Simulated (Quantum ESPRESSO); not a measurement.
# Zr2TaO5F3: finding a planted mistake in a log

Simulated, not a measurement. The program is pw.x of Quantum ESPRESSO 7.5 (plane-wave density functional theory). The cell is made up: 11 atoms on a rutile lattice with one site empty, with randomly drawn elements, strain and displacements, not relaxed. PseudoDojo standard norm-conserving files (v0.5 for PBE, v0.4.1 for LDA and PBEsol) set the functional; there is no spin polarisation, spin-orbit coupling or dispersion term, and the masses in the input are unused placeholders.

Intended input:

```
&control calculation='scf', pseudo_dir='./dojo.nc.sr.pbe.v0_5.standard.upf', outdir='./o', disk_io='medium', tprnfor=.true., tstress=.true. /
&system ibrav=0, nat=11, ntyp=4, nbnd=50, ecutwfc=84.00895049, nosym=.true., tot_charge=0,
 occupations='smearing', smearing='fd', degauss=0.0018374661
/
&electrons conv_thr=7.350e-09, electron_maxstep=60, /
ATOMIC_SPECIES
F 1.0 F.upf
O 1.0 O.upf
Ta 1.0 Ta.upf
Zr 1.0 Zr.upf
CELL_PARAMETERS angstrom
4.7856 0.0632 -0.0384
0.0632 4.8617 0.0226
-0.0512 0.0302 6.3077
ATOMIC_POSITIONS angstrom
Zr 0.0079 0.0102 0.0019
Ta -0.0592 0.0256 3.1821
Zr 2.3614 2.4905 4.6613
O 1.4664 1.5444 -0.0029
F 3.3668 3.4126 -0.0203
O 3.8304 0.9967 1.5548
O 1.0027 3.9007 1.5954
F 1.4597 1.5089 3.1463
O 3.3261 3.4375 3.1507
O 3.838 1.0213 4.698
F 0.9855 3.9692 4.7452
K_POINTS automatic
5 5 4 1 1 1
```

The log is shortened where brackets say so; the opening notice, blank lines, dates and the lines on written files are dropped, and the path of the files is cut. It prints rydbergs, bohrs and kilobars, and counts compression as positive stress. Where no state is partly filled, the Fermi energy that it prints is only some level between the filled and the empty states on the mesh, and need not lie in the true gap.

Log of the intended run:

```
     Program PWSCF v.7.5
     Parallel version (MPI & OpenMP), running on       1 processor cores
     Number of MPI processes:                 1
     Threads/MPI process:                     1
     [start-up lines left out]
     bravais-lattice index     =            0
     lattice parameter (alat)  =       9.0446  a.u.
     unit-cell volume          =     990.1004 (a.u.)^3
     number of atoms/cell      =           11
     number of atomic types    =            4
     number of electrons       =        88.00
     number of Kohn-Sham states=           50
     kinetic-energy cutoff     =      84.0090  Ry
     charge density cutoff     =     336.0358  Ry
     scf convergence threshold =      7.3E-09
     mixing beta               =       0.7000
     number of iterations used =            8  plain     mixing
     Exchange-correlation= PBE
                           (   1   4   3   4   0   0   0)
     [axes and pseudopotential details left out]
   Cartesian axes
     site n.     atom                  positions (alat units)
         1        Zr     tau(   1) = (   0.0016506   0.0021311   0.0003970  )
         2        Ta     tau(   2) = (  -0.0123690   0.0053487   0.6648529  )
         3        Zr     tau(   3) = (   0.4933797   0.5203533   0.9739100  )
         4        O      tau(   4) = (   0.3063827   0.3226796  -0.0006059  )
         5        F      tau(   5) = (   0.7034433   0.7130125  -0.0042414  )
         6        O      tau(   6) = (   0.8003057   0.2082458   0.3248526  )
         7        O      tau(   7) = (   0.2094994   0.8149938   0.3333353  )
         8        F      tau(   8) = (   0.3049828   0.3152624   0.6573730  )
         9        O      tau(   9) = (   0.6949396   0.7182150   0.6582924  )
        10        O      tau(  10) = (   0.8018936   0.2133856   0.9815779  )
        11        F      tau(  11) = (   0.2059057   0.8293059   0.9914396  )
     number of k points=    50  Fermi-Dirac smearing, width (Ry)=  0.0018
                       cart. coord. in units 2pi/alat
        k(    1) = (   0.0994986   0.0967105   0.0951924), wk =   0.0400000
        k(    2) = (   0.1010328   0.0958087   0.2849048), wk =   0.0400000
     [further k points left out]
     Dense  grid:   103013 G-vectors     FFT dimensions: (  54,  54,  72)
     Estimated max dynamical RAM per process >     164.30 MB
     Initial potential from superposition of free atoms
     starting charge      87.9943, renormalised to      88.0000
     Starting wfcs are   62 randomized atomic wfcs
     total cpu time spent up to now is       15.9 secs
     per-process dynamical memory:    97.6 Mb
     Self-consistent Calculation
     iteration #  1     ecut=    84.01 Ry     beta= 0.70
     Davidson diagonalization with overlap
     ethr =  1.00E-02,  avg # of iterations =  2.0
     total cpu time spent up to now is       45.5 secs
     total energy              =    -644.38643459 Ry
     estimated scf accuracy    <       4.65104384 Ry
     iteration #  2     ecut=    84.01 Ry     beta= 0.70
     Davidson diagonalization with overlap
     ethr =  5.29E-03,  avg # of iterations =  6.0
     total cpu time spent up to now is      112.3 secs
     total energy              =    -639.21816683 Ry
     estimated scf accuracy    <      54.27414875 Ry
     [iterations 3 to 16 left out]
     iteration # 17     ecut=    84.01 Ry     beta= 0.70
     Davidson diagonalization with overlap
     ethr =  1.08E-10,  avg # of iterations =  2.1
     total cpu time spent up to now is      845.9 secs
     total energy              =    -646.94991325 Ry
     estimated scf accuracy    <       0.00000002 Ry
     iteration # 18     ecut=    84.01 Ry     beta= 0.70
     Davidson diagonalization with overlap
     ethr =  2.29E-11,  avg # of iterations =  4.6
     total cpu time spent up to now is      882.4 secs
     End of self-consistent calculation
     [lines on levels left out]
     the Fermi energy is     8.4936 ev
!    total energy              =    -646.94991325 Ry
     estimated scf accuracy    <          2.8E-09 Ry
     smearing contrib. (-TS)   =       0.00000000 Ry
     internal energy E=F+TS    =    -646.94991325 Ry
     The total energy is F=E-TS. E is the sum of the following terms:
     one-electron contribution =    -232.84861173 Ry
     hartree contribution      =     159.37771316 Ry
     xc contribution           =    -144.41298527 Ry
     ewald contribution        =    -429.06602941 Ry
     convergence has been achieved in  18 iterations
     Forces acting on atoms (cartesian axes, Ry/au):
     atom    1 type  4   force =     0.04583876    0.09977408    0.31158913
     atom    2 type  3   force =    -0.17380238   -0.04111138   -0.42420842
     atom    3 type  4   force =     0.08407635   -0.09627912    0.08120456
     atom    4 type  2   force =    -0.03292928   -0.03737506   -0.11446308
     atom    5 type  1   force =     0.00633742    0.00912764   -0.04573977
     atom    6 type  2   force =     0.07924960   -0.07267873    0.10575806
     atom    7 type  2   force =    -0.07097300    0.07906888    0.09439926
     atom    8 type  1   force =    -0.04448766   -0.04319426    0.00728244
     atom    9 type  2   force =     0.10032810    0.10179727    0.07550202
     atom   10 type  2   force =     0.00218271   -0.00343402   -0.07149010
     atom   11 type  1   force =     0.00417936    0.00430470   -0.01983410
     Total force =     0.663518     Total SCF correction =     0.000137
     Computing stress (Cartesian axis) and pressure
          total   stress  (Ry/bohr**3)                   (kbar)     P=      -12.85
   0.00012958  -0.00061039   0.00029589           19.06      -89.79       43.53
  -0.00061039   0.00008259   0.00012664          -89.79       12.15       18.63
   0.00029589   0.00012664  -0.00047422           43.53       18.63      -69.76
     init_run     :     14.95s CPU     15.79s WALL (       1 calls)
     electrons    :    829.61s CPU    866.55s WALL (       1 calls)
     forces       :      6.87s CPU      6.95s WALL (       1 calls)
     stress       :     26.11s CPU     27.08s WALL (       1 calls)
     [timing details left out]
     PWSCF        :  14m37.81s CPU  15m17.24s WALL
     JOB DONE.
```

A second run was made from an input with one planted mistake. Its log:

```
     Program PWSCF v.7.5
     Parallel version (MPI & OpenMP), running on       4 processor cores
     Number of MPI processes:                 4
     Threads/MPI process:                     1
     [start-up lines left out]
     bravais-lattice index     =            0
     lattice parameter (alat)  =       9.0446  a.u.
     unit-cell volume          =     990.1004 (a.u.)^3
     number of atoms/cell      =           11
     number of atomic types    =            4
     number of electrons       =        89.00
     number of Kohn-Sham states=           51
     kinetic-energy cutoff     =      84.0090  Ry
     charge density cutoff     =     336.0358  Ry
     scf convergence threshold =      7.3E-09
     mixing beta               =       0.7000
     number of iterations used =            8  plain     mixing
     Exchange-correlation= PBE
                           (   1   4   3   4   0   0   0)
     [axes and pseudopotential details left out]
   Cartesian axes
     site n.     atom                  positions (alat units)
         1        Zr     tau(   1) = (   0.0016506   0.0021311   0.0003970  )
         2        Ta     tau(   2) = (  -0.0123690   0.0053487   0.6648529  )
         3        Zr     tau(   3) = (   0.4933797   0.5203533   0.9739100  )
         4        O      tau(   4) = (   0.3063827   0.3226796  -0.0006059  )
         5        F      tau(   5) = (   0.7034433   0.7130125  -0.0042414  )
         6        O      tau(   6) = (   0.8003057   0.2082458   0.3248526  )
         7        O      tau(   7) = (   0.2094994   0.8149938   0.3333353  )
         8        F      tau(   8) = (   0.3049828   0.3152624   0.6573730  )
         9        O      tau(   9) = (   0.6949396   0.7182150   0.6582924  )
        10        O      tau(  10) = (   0.8018936   0.2133856   0.9815779  )
        11        F      tau(  11) = (   0.2059057   0.8293059   0.9914396  )
     number of k points=    50  Fermi-Dirac smearing, width (Ry)=  0.0018
                       cart. coord. in units 2pi/alat
        k(    1) = (   0.0994986   0.0967105   0.0951924), wk =   0.0400000
        k(    2) = (   0.1010328   0.0958087   0.2849048), wk =   0.0400000
     [further k points left out]
     Dense  grid:   103013 G-vectors     FFT dimensions: (  54,  54,  72)
     Estimated max dynamical RAM per process >     295.54 MB
     Estimated total dynamical RAM >       1.08 GB
     Initial potential from superposition of free atoms
     starting charge      87.9943, renormalised to      89.0000
     Starting wfcs are   62 randomized atomic wfcs
     total cpu time spent up to now is        7.4 secs
     per-process dynamical memory:   230.5 Mb
     Self-consistent Calculation
     iteration #  1     ecut=    84.01 Ry     beta= 0.70
     Davidson diagonalization with overlap
     ethr =  1.00E-02,  avg # of iterations =  2.0
     total cpu time spent up to now is       17.2 secs
     total energy              =    -643.93577810 Ry
     estimated scf accuracy    <       4.04753175 Ry
     iteration #  2     ecut=    84.01 Ry     beta= 0.70
     Davidson diagonalization with overlap
     ethr =  4.55E-03,  avg # of iterations =  6.1
     total cpu time spent up to now is       34.0 secs
     total energy              =    -638.76785002 Ry
     estimated scf accuracy    <      51.49003229 Ry
     [iterations 3 to 18 left out]
     iteration # 19     ecut=    84.01 Ry     beta= 0.70
     Davidson diagonalization with overlap
     ethr =  1.89E-11,  avg # of iterations =  4.5
     total cpu time spent up to now is      227.3 secs
     total energy              =    -646.20894917 Ry
     estimated scf accuracy    <          8.9E-09 Ry
     iteration # 20     ecut=    84.01 Ry     beta= 0.70
     Davidson diagonalization with overlap
     ethr =  9.98E-12,  avg # of iterations =  2.9
     total cpu time spent up to now is      236.8 secs
     End of self-consistent calculation
     [lines on levels left out]
     the Fermi energy is    10.3345 ev
!    total energy              =    -646.20894917 Ry
     estimated scf accuracy    <          3.7E-10 Ry
     smearing contrib. (-TS)   =      -0.00170299 Ry
     internal energy E=F+TS    =    -646.20724618 Ry
     The total energy is F=E-TS. E is the sum of the following terms:
     one-electron contribution =    -232.50033520 Ry
     hartree contribution      =     160.78446982 Ry
     xc contribution           =    -145.42535139 Ry
     ewald contribution        =    -429.06602941 Ry
     convergence has been achieved in  20 iterations
     Forces acting on atoms (cartesian axes, Ry/au):
     atom    1 type  4   force =     0.04389589    0.09986153    0.30269474
     atom    2 type  3   force =    -0.14214547   -0.04433077   -0.35914822
     atom    3 type  4   force =     0.08483223   -0.08844900    0.05188806
     atom    4 type  2   force =    -0.03161790   -0.03580775   -0.10870840
     atom    5 type  1   force =     0.00482386    0.00855807   -0.03999874
     atom    6 type  2   force =     0.06461889   -0.06077836    0.05990049
     atom    7 type  2   force =    -0.06283829    0.06683604    0.05528525
     atom    8 type  1   force =    -0.03875558   -0.03644736    0.00674050
     atom    9 type  2   force =     0.07944716    0.08067189    0.08334959
     atom   10 type  2   force =    -0.01238349    0.00979113   -0.05269701
     atom   11 type  1   force =     0.01012271    0.00009459    0.00069374
     Total force =     0.580423     Total SCF correction =     0.000056
     Computing stress (Cartesian axis) and pressure
          total   stress  (Ry/bohr**3)                   (kbar)     P=      163.10
   0.00132726  -0.00054604   0.00029571          195.25      -80.33       43.50
  -0.00054604   0.00129557   0.00014182          -80.33      190.59       20.86
   0.00029571   0.00014182   0.00070333           43.50       20.86      103.46
     init_run     :      5.63s CPU      7.19s WALL (       1 calls)
     electrons    :    227.31s CPU    229.47s WALL (       1 calls)
     forces       :      2.09s CPU      2.12s WALL (       1 calls)
     stress       :      7.01s CPU      7.29s WALL (       1 calls)
     [timing details left out]
     PWSCF        :   4m 2.28s CPU   4m 6.44s WALL
     JOB DONE.
```

Question: what was wrong in the second input?

Answer: the cell has the wrong charge. The input lines that differ, file-writing options aside:

```
- &system ibrav=0, nat=11, ntyp=4, nbnd=50, ecutwfc=84.00895049, nosym=.true., tot_charge=0,
+ &system ibrav=0, nat=11, ntyp=4, nbnd=51, ecutwfc=84.00895049, nosym=.true., tot_charge=-1,
```

|  | intended run | run with the mistake |
| --- | --- | --- |
| free energy (eV) | -8802.202 | -8792.121 |
| smearing term -TS (eV) | 0.0000 | -0.0232 |
| pressure (GPa) | -1.29 | 16.31 |
| largest force component (eV/Å) | 10.907 | 9.234 |
| largest change of a force component (eV/Å) |  | 1.673 |
| iterations | 18 | 20 |

For scale, a rerun of the intended cell at a cutoff of 1467 eV and k mesh 7 x 7 x 6 moved values by no more than 0.004 eV in energy, 0.03 GPa in stress and 0.002 eV/Å in force. The charged cell sits in a uniform background, so its energy and stress rest on the program's zero of potential. The number of bands, nbnd, was set by rule from the electron count and the smearing, so it follows the mistake.